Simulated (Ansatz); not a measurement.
The cell is the one relaxed in the Materials Project (mp-1018113), not relaxed further here; entries there can be hypothetical.

YAu2: DFT, r2SCAN, all-electron PAW with datasets made for the crystal, scalar-relativistic (Ansatz 0.2.0).

```yaml
crystal:
  lattice:
    - [-1.861408174, 1.861408174, 4.515619608]
    - [1.861408174, -1.861408174, 4.515619608]
    - [1.861408174, 1.861408174, -4.515619608]
  atoms:
    - { symbol: "Y", position: [0.0, 0.0, 0.0] }
    - { symbol: Au, position: [0.66514673, 0.66514673, 0.0] }
    - { symbol: Au, position: [0.33485327, 0.33485327, 0.0] }
kpoints:
  mp_grid: { grid: [15, 15, 15] }
  band_path:
    path:
      - [0.0, 0.0, 0.0]
      - [0.0, 0.0, 0.5]
      - [0.25, 0.25, 0.25]
      - [0.0, 0.5, 0.0]
      - [0.0, 0.0, 0.0]
      - [0.5, 0.5, -0.5]
      - [0.2924803945, 0.7075196055, -0.2924803945]
      - [-0.2924803945, 0.2924803945, 0.2924803945]
      - [0.0, 0.0, 0.0]
    npoints: 8
scf:
  occupations: { method: fermi_dirac, width: 0.05 }
hamiltonian:
  xc: r2scan
  pseudopotentials: { kind: all_electron, datasets: crystal }
output:
  forces: true
  stress: true
  eigenvalues: true
  efg: { contact_densities: true }
```

Output:

```
hamiltonian.pseudopotentials.datasets: crystal makes datasets for this crystal and solves the spheres of its atoms anew in each pass: cutoff 260.0 eV, the density's 1820.0 eV; for an error of 0.50 meV an atom under PBE, 1.5 meV for the cell; an energy difference from a run of another recipe may be off by several times the error for the cell, under r2SCAN by more, where some 0.1 meV an atom stays at smaller errors; Y in spheres of 1.376 Å, 11 of its electrons in bands; Au in spheres of 1.376 Å, 19 of its electrons in bands
band count auto-derived: 31 (N_el = 49.0; filled up to band 25; 30 by the electrons, moments and atoms)
Y, Au: output.efg is read without spin–orbit coupling, which moves field gradients at and beside such atoms by some per cent and up to a factor of two; PAW files take it under magnetization.noncollinear and magnetization.spin_orbit
Engine: ansatz 0.2.0
Pseudopotentials: kind: all_electron
Pseudopotential: Y, paw, valence charge 11, recommended cutoff 260 eV (normal), Koelling and Harmon's equation, gaussian nucleus
Pseudopotential: Au, paw, valence charge 19, recommended cutoff 260 eV (normal), Koelling and Harmon's equation, gaussian nucleus
Functional definition: r2SCAN
  parameter k0 = 0.174
  parameter k1 = 0.065
  parameter a1 = 4.9479
  exchange = r2scan_x(k0 = k0, k1 = k1, a1 = a1)
  correlation = r2scan_c
Crystal: 3 atoms, lattice volume = 62.584 Å³
Basis set: ecut = 260 eV, 575 PW (Γ), exchange–correlation on 120×120×120 points (27 copies of the dense FFT grid, shifted against one another)
Bands: 31, of which v1, the nominal top of the filled ones, is band 25 counted from 1 (24 counted from 0)
Symmetry: 16 space group operations
Space group: I4/mmm (ITA 139), of the structure as read, at distance tolerance 4.0e-5 Å
k-points: 288 of 3375
Non-local potential: Y, projectors of the file, l = 0: 2, l = 1: 2, l = 2: 1
Non-local potential: Au, projectors of the file, l = 0: 3, l = 1: 2, l = 2: 2
PAW form: soft (Blöchl's): semilocal exchange-correlation on the pseudo side does not see the compensation charge
PAW one-centre angular grid: Y, 590 points (default); XC on its mesh's 1893 points in the sphere
PAW one-centre angular grid: Au, 590 points (default); XC on its mesh's 1815 points in the sphere
Initial density: superposition of atomic densities (neutral atoms: chi_scale 0, normalization atom)
Initial wavefunctions: pseudopotential atomic-orbital guess
Functional: x = r2scan, c = r2scan; τ floored in thin density (d = 2e-4 eV/Å³)
iter 1 solved again at ethr=9.81e-3 eV; its pass at ethr=1.00e-1 eV (dr2=4.81e0 eV) is discarded
SCF iter   1: F=—  HF=-1126708.347719 eV  |F-HF|=—  |Δ(HF+E_count)|=         —  Δρ=8.18e-2  dr2=5.13e0  dr2_τ=2.79e-2  ethr=9.81e-3  ⟨swp⟩=2.0  Hψ=42854  notcnv=0
preconditioner: auto → Kerker (q_TF=auto, 2.619 Å⁻¹)  [metal: Δε(μ)=0.014 eV  Ē_g=11.396 eV  σ=0.050 eV  W_gap=0.07  n_scr=14 (ndim 8)  ℏωp=26.1 eV  f_vac=0.000  D(μ)=0.97/eV (n_scr^D=2)]
SCF iter   2: F=—  HF=-1126707.685904 eV  |F-HF|=—  |Δ(HF+E_count)|=   6.62e-1  Δρ=3.90e-2  dr2=1.14e0  dr2_τ=3.64e-3  ethr=9.81e-3  ⟨swp⟩=2.0  Hψ=17856  notcnv=0
iter 3 solved again at ethr=5.58e-5 eV; its pass at ethr=2.32e-3 eV (dr2=2.74e-2 eV) is discarded
SCF iter   3: F=—  HF=-1126707.445098 eV  |F-HF|=—  |Δ(HF+E_count)|=   2.41e-1  Δρ=6.56e-3  dr2=2.60e-2  dr2_τ=5.18e-4  ethr=5.58e-5  ⟨swp⟩=2.7  Hψ=39588  notcnv=0  defer=6
SCF iter   4: F=—  HF=-1126707.491652 eV  |F-HF|=—  |Δ(HF+E_count)|=   4.66e-2  Δρ=7.85e-3  dr2=3.36e-2  dr2_τ=5.72e-5  ethr=5.30e-5  ⟨swp⟩=3.0  Hψ=21946  notcnv=0  defer=2
SCF iter   5: F=—  HF=-1126707.508599 eV  |F-HF|=—  |Δ(HF+E_count)|=   1.69e-2  Δρ=1.35e-3  dr2=8.45e-4  dr2_τ=3.91e-4  ethr=5.30e-5  ⟨swp⟩=3.4  Hψ=23193  notcnv=0  defer=2
SCF iter   6: F=—  HF=-1126707.523637 eV  |F-HF|=—  |Δ(HF+E_count)|=   1.50e-2  Δρ=1.14e-3  dr2=9.15e-4  dr2_τ=1.40e-5  ethr=1.72e-6  ⟨swp⟩=3.9  Hψ=23700  notcnv=0
SCF iter   7: F=—  HF=-1126707.534928 eV  |F-HF|=—  |Δ(HF+E_count)|=   1.13e-2  Δρ=6.65e-4  dr2=1.74e-4  dr2_τ=6.20e-5  ethr=1.72e-6  ⟨swp⟩=3.0  Hψ=19590  notcnv=0
SCF iter   8: F=—  HF=-1126707.534744 eV  |F-HF|=—  |Δ(HF+E_count)|=   1.84e-4  Δρ=2.33e-4  dr2=3.06e-5  dr2_τ=4.18e-7  ethr=3.55e-7  ⟨swp⟩=3.0  Hψ=19434  notcnv=0
SCF iter   9: F=—  HF=-1126707.534750 eV  |F-HF|=—  |Δ(HF+E_count)|=   6.14e-6  Δρ=4.81e-5  dr2=1.30e-6  dr2_τ=1.53e-7  ethr=6.25e-8  ⟨swp⟩=3.0  Hψ=20117  notcnv=0
SCF iter  10: F=—  HF=-1126707.534750 eV  |F-HF|=—  |Δ(HF+E_count)|=   2.95e-7  Δρ=1.64e-5  dr2=2.12e-7  dr2_τ=9.04e-10  ethr=2.65e-9  ⟨swp⟩=3.0  Hψ=19252  notcnv=0
SCF iter  11: F=—  HF=-1126707.534750 eV  |F-HF|=—  |Δ(HF+E_count)|=   1.19e-7  Δρ=4.60e-6  dr2=2.28e-8  dr2_τ=3.63e-10  ethr=4.33e-10  ⟨swp⟩=3.0  Hψ=19453  notcnv=0
SCF iter  12: F=-1126707.534750 eV  HF=-1126707.534750 eV  |F-HF|=3.49e-9  |Δ(HF+E_count)|=   9.31e-9  Δρ=2.92e-6  dr2=8.41e-9  dr2_τ=5.67e-11  ethr=4.65e-11  ⟨swp⟩=3.0  Hψ=20190  notcnv=0
SCF 1 converged in 12 iterations: F = -1126707.534747 eV  dr2 = 8.41e-9
  Residual-converged pass: ⟨swp⟩=2.9  Hψ=12501  notcnv=0  max |occ|·‖R‖ = 6.5e-6 eV (tolerance 6.5e-6 eV)  dr2=8.44e-9  dr2_τ=5.78e-11  dr2_onsite=3.19e-8  max |Δocc| = 2.3e-10
  greatest PAW one-centre occupation: 1.019 electrons in one spin orbital (limit 2), on the Au atom at site 2 (counted from 0), in its partial waves of l = 0
NSCF: frozen V_eff on 65 k-points
SCF converged after 12 iterations
Free energy (F): -1126707.534747 eV
Harris-Foulkes:  -1126707.534747 eV  (|F-HF|=3.49e-9)
Internal energy: -1126707.526411 eV  (E = F + TS)
E sigma→0 (E₀):  -1126707.530579 eV
Entropy (-TS):   -0.008336 eV (-2.779 meV/atom)
Past the cutoff: the bands carry plane waves up to 2.50 times it, of which those up to 1.5 times it add -0.001334 eV an atom, each by itself; the spheres take 0.001442 eV an atom off the energy for waves past 2.50 times it
Past the cutoffs: a stress includes 0.0062 GPa for waves and charges beyond them, in addition to the slope of what the spheres take
In the spheres:  the bands' charges fall short by 2.8e-6 e at most (sound up to 1e-3)
Fermi energy:    19.631430 eV
--- Per-component energies (eV) ---
  The terms above E_closure are by the made datasets' own strengths, without shells solved beside the bands.
--- Forces (eV/Å), atoms counted from 1 ---
  atom   1  Y      0.00000000     0.00000000     0.00000000
  atom   2  Au     0.00000000    -0.00000000     0.01561539
  atom   3  Au     0.00000000     0.00000000    -0.01561539
  max |Σ_I F_I| component: 1.39e-17 eV/Å
--- Stress (GPa, compression-positive) ---
        0.062278      -0.000000       0.000000
       -0.000000       0.062278       0.000000
        0.000000      -0.000000      -0.139172
  P = ⅓ Tr σ = -0.0049 GPa (-0.049 kbar)
--- PAW observables at the nuclei: V_zz in 10²¹ V/m², potentials from the cell's mean, atoms counted from 1 ---
  atom   1  Y  V_zz =    -0.509336   η = 0.0000   by run symmetry: allowed
            electrostatic potential = -5723.226085 V   contact ρ = 443277.552038 e/Å³
  atom   2  Au V_zz =   -11.547203   η = 0.0000   by run symmetry: allowed
            electrostatic potential = -16457.205989 V   contact ρ = 13043639.156086 e/Å³
  atom   3  Au V_zz =   -11.547203   η = -0.0000   by run symmetry: allowed
            electrostatic potential = -16457.205989 V   contact ρ = 13043639.156086 e/Å³
--- Band table (eV; the first three rows and the last of 288) ---
  k-point 0: bands = ["-88.5598", "-88.5546", "-39.4244", "-39.3738", "-39.3738", "-39.3576", "-39.3362", "-39.3362", "-24.7019", "-4.0716", "-3.9769", "-3.9769", "11.1538", "13.7749", "14.2390", "14.4265", "14.4431", "14.7576", "14.9373", "14.9373", "14.9859", "14.9859", "15.9288", "18.5948", "21.1274", "21.2676", "21.4247", "21.4247"]
  k-point 1: bands = ["-88.5598", "-88.5547", "-39.4243", "-39.3744", "-39.3742", "-39.3557", "-39.3380", "-39.3361", "-24.7006", "-4.0691", "-3.9875", "-3.9857", "11.2845", "13.8083", "14.2238", "14.4100", "14.4167", "14.6699", "14.9165", "14.9381", "14.9494", "15.1075", "15.9200", "18.7100", "20.5686", "21.1601", "21.3291", "22.4470"]
  k-point 2: bands = ["-88.5595", "-88.5549", "-39.4239", "-39.3753", "-39.3751", "-39.3512", "-39.3430", "-39.3360", "-24.6968", "-4.0623", "-4.0163", "-4.0105", "11.6489", "13.9061", "14.0784", "14.3573", "14.4440", "14.5683", "14.8704", "14.8845", "14.9434", "15.2978", "15.9438", "18.9864", "20.1316", "21.0437", "21.2771", "23.4480"]
  k-point 287: bands = ["-88.5584", "-88.5560", "-39.4019", "-39.3817", "-39.3772", "-39.3765", "-39.3328", "-39.3326", "-24.6991", "-4.0965", "-3.9842", "-3.9730", "12.9156", "13.2038", "13.3792", "13.9756", "14.3146", "14.4290", "14.6096", "15.2820", "15.5613", "15.5903", "15.6498", "16.3975", "21.1330", "23.0729", "23.2351", "23.3330"]
```

Spin polarisation is left out, and whether a magnetic state lies lower isn't shown here.
